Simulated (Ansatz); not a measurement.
ZrSi2:
```cif
data_Si8Zr4
_chemical_formula_sum 'Si8 Zr4'
_space_group_name_H-M_alt 'Cmcm'
_space_group_IT_number 63
_space_group_name_Hall '-C 2c 2'
_cell_length_a 3.69000
_cell_length_b 14.86387
_cell_length_c 3.66473
_cell_angle_alpha 90.000
_cell_angle_beta 90.000
_cell_angle_gamma 90.000
loop_
_atom_site_label
_atom_site_type_symbol
_atom_site_symmetry_multiplicity
_atom_site_Wyckoff_symbol
_atom_site_fract_x
_atom_site_fract_y
_atom_site_fract_z
_atom_site_occupancy
Si1 Si 4 c 0.00000 0.05173 0.25000 1
Si2 Si 4 c 0.00000 0.24979 0.75000 1
Zr1 Zr 4 c 0.00000 0.39415 0.25000 1
```
(The calculation used a cell of 6 atoms; values per cell refer to that cell.)

Relaxed with r²SCAN.

**Question.** Which orbitals make up the states near the Fermi level in the program Ansatz at the r²SCAN level (PAW)?

**Answer.** Within 0.5 eV of the Fermi level: Zr 4d 55 %, Si 3p 33 %, Si 3s 6 %. Projections are on Löwdin-orthogonalised atomic valence shells; empty p or d shells of many metals are not among them.

**Question.** Tabulate the density of states.

**Answer.** States/eV per cell of 6 atoms, in 0.25 eV bins, energy from the Fermi level.

| E (eV) | total | Zr 4d | Si 3p | Si 3s |
|---|---|---|---|---|
| -7.85 | 1.43 | 0.24 | 0.41 | 0.70 |
| -7.60 | 1.84 | 0.32 | 0.49 | 0.92 |
| -7.35 | 1.55 | 0.29 | 0.45 | 0.72 |
| -7.10 | 1.21 | 0.25 | 0.32 | 0.58 |
| -6.85 | 0.91 | 0.18 | 0.25 | 0.43 |
| -6.60 | 0.92 | 0.16 | 0.30 | 0.40 |
| -6.35 | 1.09 | 0.18 | 0.44 | 0.38 |
| -6.10 | 1.20 | 0.18 | 0.69 | 0.22 |
| -5.85 | 1.17 | 0.19 | 0.72 | 0.18 |
| -5.60 | 2.15 | 0.35 | 1.29 | 0.32 |
| -5.35 | 2.45 | 0.43 | 1.50 | 0.30 |
| -5.10 | 1.79 | 0.34 | 1.10 | 0.20 |
| -4.85 | 2.03 | 0.39 | 1.26 | 0.22 |
| -4.60 | 2.10 | 0.44 | 1.29 | 0.23 |
| -4.35 | 2.75 | 0.61 | 1.72 | 0.23 |
| -4.10 | 2.91 | 0.71 | 1.79 | 0.22 |
| -3.85 | 2.85 | 0.70 | 1.78 | 0.22 |
| -3.60 | 3.64 | 0.95 | 2.31 | 0.21 |
| -3.35 | 4.04 | 1.18 | 2.47 | 0.20 |
| -3.10 | 4.97 | 1.56 | 3.01 | 0.19 |
| -2.85 | 4.24 | 1.67 | 2.25 | 0.16 |
| -2.60 | 3.90 | 1.60 | 2.06 | 0.11 |
| -2.35 | 5.65 | 2.35 | 2.97 | 0.13 |
| -2.10 | 4.50 | 2.13 | 2.11 | 0.11 |
| -1.85 | 3.21 | 1.63 | 1.38 | 0.09 |
| -1.60 | 2.59 | 1.38 | 1.05 | 0.08 |
| -1.35 | 2.03 | 1.13 | 0.77 | 0.06 |
| -1.10 | 1.81 | 1.05 | 0.64 | 0.06 |
| -0.85 | 1.28 | 0.71 | 0.48 | 0.04 |
| -0.60 | 1.29 | 0.70 | 0.50 | 0.04 |
| -0.35 | 0.60 | 0.37 | 0.20 | 0.01 |
| -0.10 | 0.96 | 0.61 | 0.29 | 0.03 |
| 0.15 | 1.98 | 1.07 | 0.64 | 0.14 |
| 0.40 | 2.59 | 1.35 | 0.87 | 0.21 |
| 0.65 | 2.65 | 1.43 | 0.81 | 0.22 |
| 0.90 | 2.72 | 1.55 | 0.71 | 0.23 |
| 1.15 | 2.55 | 1.33 | 0.74 | 0.26 |
| 1.40 | 2.74 | 1.42 | 0.76 | 0.29 |
| 1.65 | 3.33 | 1.70 | 0.90 | 0.32 |
| 1.90 | 4.03 | 1.98 | 1.03 | 0.45 |
| 2.15 | 4.41 | 2.14 | 1.06 | 0.52 |
| 2.40 | 3.90 | 1.91 | 0.99 | 0.43 |
| 2.65 | 3.73 | 1.89 | 0.93 | 0.38 |
| 2.90 | 4.56 | 2.45 | 0.99 | 0.46 |
| 3.15 | 5.41 | 3.04 | 1.09 | 0.50 |
| 3.40 | 5.34 | 3.08 | 1.04 | 0.49 |
| 3.65 | 5.32 | 2.85 | 1.13 | 0.54 |
| 3.90 | 4.57 | 2.21 | 1.07 | 0.48 |
| 4.15 | 4.58 | 2.00 | 1.15 | 0.47 |
| 4.40 | 4.01 | 1.70 | 1.08 | 0.43 |
| 4.65 | 4.01 | 1.54 | 1.14 | 0.35 |

The cell was relaxed with r²SCAN under the symmetry of its start. The run is not spin-polarised. Spin–orbit coupling is left out wherever it is not named.

Potentials: the later of the program's two PAW sets.
